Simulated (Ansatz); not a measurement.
Zr₂AlN:
```
Zr2AlN
1.0
    3.24386     0.00000     0.00000
   -1.62193     2.80926     0.00000
    0.00000     0.00000    14.40215
Zr Al N
4 2 2
Cartesian
  1.62193   0.93642   8.47845
  0.00000   1.87284   5.92369
  0.00000   1.87284   1.27738
  1.62193   0.93642  13.12477
  1.62193   0.93642   3.60054
  0.00000   1.87284  10.80161
  0.00000   0.00000   7.20107
  0.00000   0.00000   0.00000
```

Relaxed with r²SCAN. Special points in fractions of this cell's reciprocal vectors: Γ (0.000, 0.000, 0.000); M (0.500, 0.000, 0.000); K (0.333, 0.333, 0.000); A (0.000, 0.000, 0.500); L (0.500, 0.000, 0.500); H (0.333, 0.333, 0.500).

Question: List the band energies nearest the Fermi level at these points for DFT-r²SCAN in the program Ansatz with PAW potentials.

Answer: In eV from the Fermi level; about four levels below and three above (degenerate sets whole), none deeper than 8.9 eV; points with the same levels are listed once.

| k | below | above |
|---|---|---|
| Γ | -4.92 -4.92 -4.91 -4.91 -3.17 -1.84 -0.86 | 0.21 0.77 0.77 |
| M | -2.32 -2.21 -1.30 -1.14 | 1.33 1.36 1.71 |
| K | -1.53 -1.53 -1.44 -1.44 -0.63 | 0.31 1.22 1.22 |
| A | -2.62 -2.62 -0.19 -0.19 | 0.79 0.79 0.79 0.79 |
| L | -2.23 -2.23 -1.22 -1.22 | 1.29 1.29 2.20 2.20 |
| H | -1.24 -1.24 -0.19 -0.19 | 1.07 1.07 2.12 2.12 |

Space group P6_3/mmc. The first step of the workflow began from a Materials Project structure, measured or hypothetical; the Crystallography Open Database copy checked does not list it. Whether it is the stable phase at ambient conditions was not checked. Symmetry was held in the r²SCAN relaxation; whether a distortion lowers the energy is not shown. The run is not spin-polarised. Spin–orbit coupling is left out wherever it is not named.

Potentials: the later of the program's two PAW sets.
